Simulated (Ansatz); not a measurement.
input.yaml for InSb3 (Ansatz 0.2.0)

```yaml
crystal:
  lattice:
    - [4.806367, 0.0, 0.0]
    - [0.0, 4.806367, 0.0]
    - [0.0, 0.0, 4.806367]
  atoms:
    - { symbol: In, position: [0.0, 0.0, 0.0] }
    - { symbol: Sb, position: [0.5, 0.0, 0.5] }
    - { symbol: Sb, position: [0.0, 0.5, 0.5] }
    - { symbol: Sb, position: [0.5, 0.5, 0.0] }
basis:
  ecutwfc: 420
kpoints:
  mp_grid: { grid: [1, 5, 2] }
hamiltonian:
  xc: pbe
scf:
  occupations: { method: gaussian, width: 0.1 }
  mixing: { algorithm: broyden }
  max_iter: 88
output:
  forces: true
  stress: true
  eigenvalues: true
```

Command:

```bash
ansatz run input.yaml --threads 1 --pin off --max-ram 1331MiB --backend cpu --events-out ev --progress --plain --runs-dir out
```

Output, shortened (HF is the Harris–Foulkes energy, dr2 the density residual in eV):

```text
Warning: crystal.symmetry: narrowed to the stabiliser of the k-point mesh — unitary ops 48 → 8; excluded 40 operations that carry a point of the 1×5×2 mesh (shift [0, 0, 0]) off the mesh (the run samples exactly the mesh kpoints.mp_grid names, as under crystal.symmetry.detect: false, and its converged state has the mesh's symmetry, not the crystal's …
Pseudopotential: In, paw, valence charge 13, recommended cutoff 420 eV (normal)
Pseudopotential: Sb, paw, valence charge 15, recommended cutoff 420 eV (normal)
Crystal: 4 atoms, lattice volume = 111.033 Å³
Basis set: ecut = 420 eV, 2109 PW (Γ), exchange–correlation on 72×72×72 points (8 copies of the dense FFT grid, shifted against one another)
Bands: 35, of which v1, the nominal top of the filled ones, is band 29 counted from 1 (28 counted from 0)
Symmetry: 8 space group operations
k-points: 6 of 10
Initial density: superposition of atomic densities, corrected by the library's trained network
SCF iter   1: HF=-25048.212036 eV  Δρ=7.89e-3  dr2=2.01e-1
SCF iter   2: HF=-25048.165922 eV  Δρ=2.85e-3  dr2=1.71e-2  κ⁻¹=1.0e0(r=1)
SCF iter   3: HF=-25048.162230 eV  Δρ=1.28e-3  dr2=2.50e-3  κ⁻¹=1.0e-2(r=2)
SCF iter   4: HF=-25048.161868 eV  Δρ=5.00e-4  dr2=2.83e-4  κ⁻¹=1.1e-3(r=3)
   ...
SCF iter   7: HF=-25048.161854 eV  Δρ=1.77e-5  dr2=4.58e-7  κ⁻¹=8.2e-7(r=6)
SCF iter   8: HF=-25048.161854 eV  Δρ=1.12e-5  dr2=1.74e-7  κ⁻¹=3.4e-7(r=7)
SCF iter   9: F=-25048.161854 eV  HF=-25048.161854 eV  Δρ=2.34e-6  dr2=6.66e-9
SCF 1 converged in 9 iterations: F = -25048.161854 eV  dr2 = 6.66e-9
SCF converged after 9 iterations
Stability not checked: this state was not tested for a lower state beside it, because the mixer in use, unlike msr1, does not test its closes by its own steps (another_mixer; see scf.mixing.algorithm and scf.lower_state_search)
Free energy (F): -25048.161854 eV
E sigma→0 (E₀):  -25048.142381 eV
Entropy (-TS):   -0.038946 eV (-9.737 meV/atom)
Fermi energy:    10.536876 eV
--- Forces (eV/Å), atoms counted from 1 ---
  atom   1  In     0.00000000     0.00000000     0.00000000
  atom   2  Sb    -0.00000000     0.00000000     0.00000000
  atom   3  Sb     0.00000000     0.00000000     0.00000000
  atom   4  Sb     0.00000000     0.00000000     0.00000000
--- Stress (GPa, compression-positive) ---
       27.639563       0.000000       0.000000
        0.000000     -11.661817       0.000000
        0.000000       0.000000      -8.687465
  P = ⅓ Tr σ = 2.4301 GPa (24.301 kbar)
```

These settings were drawn at random to show what each does; none of the numbers is a converged property of the crystal.